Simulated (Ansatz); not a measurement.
An Ansatz (an electronic-structure program) run. Input:

Ansatz 0.2 input:
```yaml
crystal:
  lattice:
    - [0.0, 2.3870408666, 2.3870408666]
    - [2.3870408666, 0.0, 2.3870408666]
    - [2.3870408666, 2.3870408666, 0.0]
  atoms:
    - { symbol: Sb, position: [0.0, 0.0, 0.0] }
kpoints:
  mp_grid: { grid: [31, 31, 31] }
hamiltonian:
  xc: r2scan
  pseudopotentials: { kind: paw }
scf:
  occupations: { method: fermi_dirac, width: 0.1 }
elastic: { mode: relaxed_ion, stencil: two_point, amplitude: 0.005, f_tol: 0.0005 }
```

Output (shortened):

```
Pseudopotential: Sb, paw, valence charge 15
Functional definition: r2SCAN
Crystal: 1 atoms, lattice volume = 27.203 Å³
Basis set: ecut = 500 eV, 701 PW (Γ), exchange–correlation on 100×100×100 points (64 copies of the dense FFT grid, shifted against one another)
Bands: 12, of which v1, the nominal top of the filled ones, is band 8 counted from 1 (7 counted from 0)
Symmetry: 48 space group operations
Space group: Fm-3m (ITA 225), of the structure as read, at distance tolerance 3.0e-5 Å
k-points: 816 of 29791
the search or the solves at the SCF's close seem to have found levels that the self-consistency loop had missed (the run counts 1) …
SCF 1 converged in 9 iterations: F = -6498.661508 eV  dr2 = 4.78e-14
Crystal: 1 atoms, lattice volume = 27.203 Å³
SCF 2 converged in 2 iterations: F = -6498.661508 eV  dr2 = 1.42e-14
Crystal: 1 atoms, lattice volume = 27.067 Å³
Symmetry: 16 space group operations
k-points: 2176 of 29791
SCF 3 converged in 8 iterations: F = -6498.661458 eV  dr2 = 1.17e-14
Crystal: 1 atoms, lattice volume = 27.339 Å³
Basis set: ecut = 500 eV, 717 PW (Γ), exchange–correlation on 100×100×100 points (64 copies of the dense FFT grid, shifted against one another)
SCF 4 converged in 6 iterations: F = -6498.661406 eV  dr2 = 1.38e-14
Crystal: 1 atoms, lattice volume = 27.202 Å³
Basis set: ecut = 500 eV, 705 PW (Γ), exchange–correlation on 100×100×100 points (64 copies of the dense FFT grid, shifted against one another)
Symmetry: 8 space group operations
k-points: 4096 of 29791
SCF 5 converged in 8 iterations: F = -6498.661521 eV  dr2 = 7.57e-14
Crystal: 1 atoms, lattice volume = 27.202 Å³
SCF 6 converged in 5 iterations: F = -6498.661521 eV  dr2 = 6.29e-14
SCF converged after 2 iterations
Free energy (F): -6498.661508 eV
Harris-Foulkes:  -6498.661508 eV  (|F-HF|=0.00e0)
Internal energy: -6498.638662 eV  (E = F + TS)
E sigma→0 (E₀):  -6498.650085 eV
Entropy (-TS):   -0.022846 eV (-22.846 meV/atom)
Fermi energy:    11.478816 eV
--- Per-component energies (eV) ---
  E_band       = -157.266599
  E_kinetic    = 205.542596
  E_local      = -1441.725787  (includes V_loc(G=0)·N_el)
  E_nonlocal   = 362.123263
  E_hartree    = 658.543523
  E_xc         = -127.066637
  E_vxc        = -102.668338  (∫ρ·V_xc dr)
  E_paw        = -4600.808296  (= ΣΔE_a)
  E_vpaw       = -504.704049  (= ΣTr[D̂ρ^β])
  E_aug_tail   = -0.000001  (compensation charges beyond the density's cutoff)
  E_vtau       = 7.078673  (kinetic-family band-sum trace: ∫τ·v_τ [+ j·A + Jᵃ·Aᵃ] dr)
  E_ewald      = -1555.753360
  E_core_change = 0.506037  (= ΣΔE_core)
  E_smearing   = -0.022846  (= −TS)
  E_closure    = 0.000000  (closes the sum)
  Σ components = -6498.661508   (vs F -6498.661508, Δ=0.00e0)
--- Forces (eV/Å), atoms counted from 1 ---
  atom   1  Sb     0.00000000     0.00000000     0.00000000
  max |Σ_I F_I| component: 0.0 eV/Å
--- Stress (GPa, compression-positive) ---
       -0.032239       0.000000       0.000000
        0.000000      -0.032239       0.000000
        0.000000       0.000000      -0.032239
  P = ⅓ Tr σ = -0.0322 GPa (-0.322 kbar)
--- Band table (eV; the first three rows and the last of 816) ---
  k-point 0: bands = ["-18.7249", "-18.7249", "-18.7249", "-18.6856", "-18.6856", "-2.0368", "17.0154", "17.0154", "17.0154", "22.3647", "22.3647", "22.3647"]
  k-point 1: bands = ["-18.7248", "-18.7244", "-18.7244", "-18.6856", "-18.6856", "-2.0151", "16.7922", "16.9850", "16.9850", "21.7859", "22.4183", "22.4183"]
  k-point 2: bands = ["-18.7244", "-18.7229", "-18.7229", "-18.6855", "-18.6855", "-1.9501", "16.1937", "16.8982", "16.8982", "21.3814", "22.5715", "22.5715"]
  k-point 815: bands = ["-18.7116", "-18.7015", "-18.6954", "-18.6665", "-18.6297", "3.9061", "7.9972", "8.1952", "10.0187", "21.3812", "22.8458", "23.3937"]
--- Elastic constants: 2 strain directions × 2 members + reference (group order 48) ---
  dense FFT box of the reference and of every strained cell: 25×25×25
  strains applied: 11, 23; error gains: componentwise 1.00 (the most a stress slope's error grows in a printed constant), spectral 1.73 (1 for all six strains …
  C = ∂σ_k/∂η_j (tension-positive GPa; Voigt order 11 22 33 23 13 12):
        35.654     73.062     73.062      0.000      0.000      0.000
        73.062     35.654     73.062      0.000      0.000      0.000
        73.062     73.062     35.654      0.000      0.000      0.000
         0.000      0.000      0.000     -6.447      0.000      0.000
         0.000      0.000      0.000      0.000     -6.447      0.000
         0.000      0.000      0.000      0.000      0.000     -6.447
  reference stress σ⁰ (GPa):      0.032      0.032      0.032      0.000      0.000      0.000
  moduli (Voigt/Reuss/Hill, GPa): K = 60.59/60.59/60.59   G = -11.35/-8.74/-10.04   E = -31.89   ν = 0.588
  mechanically stable: NO (min eigenvalue of sym C = -37.41 GPa)
  strain η (Voigt 11):  stress-route row diagonal C_11 = 35.65 GPa, energy-path curvature d²(F+E_count+ΔE)/dδ²/Ω₀ = 35.64 GPa
         δ    σ_11 (GPa)             F (eV)   n_scf  n_hpsi   n_pw
    -5.000e-3      -0.1495       -6498.6614584       8  552591    701   relax 0 steps, max|allowed force component| 0.00e0 eV/Å
     5.000e-3       0.2070       -6498.6614057       6  526939    717   relax 0 steps, max|allowed force component| 0.00e0 eV/Å
  strain η (Voigt 23):  stress-route row diagonal C_44 = -6.45 GPa, energy-path curvature d²(F+E_count+ΔE)/dδ²/Ω₀ = -6.45 GPa
         δ    σ_23 (GPa)             F (eV)   n_scf  n_hpsi   n_pw
    -5.000e-3       0.0322       -6498.6615214       8  1058455    705   relax 0 steps, max|allowed force component| 0.00e0 eV/Å
     5.000e-3      -0.0322       -6498.6615214       5  827794    705   relax 0 steps, max|allowed force component| 0.00e0 eV/Å
```

Cost: around 8 core-minutes (rough) on shared cores.

A made-up cell: these elements were put on the sites of a structure type; the Crystallography Open Database files this formula in space group No. 225, but the cells were not matched. It is not the phase usual at ambient conditions (space group No. 166). Symmetry was held in the r²SCAN relaxation. At this level the phase is mechanically unstable. As this level gives no gap, shear constants depend on the k-mesh and smearing (Fermi–Dirac, 0.1 eV here). Scalar-relativistic: spin–orbit coupling is off unless named, which matters more the heavier the elements.

Potentials: the later of the program's two PAW sets.

Ansatz is a plane-wave DFT program.
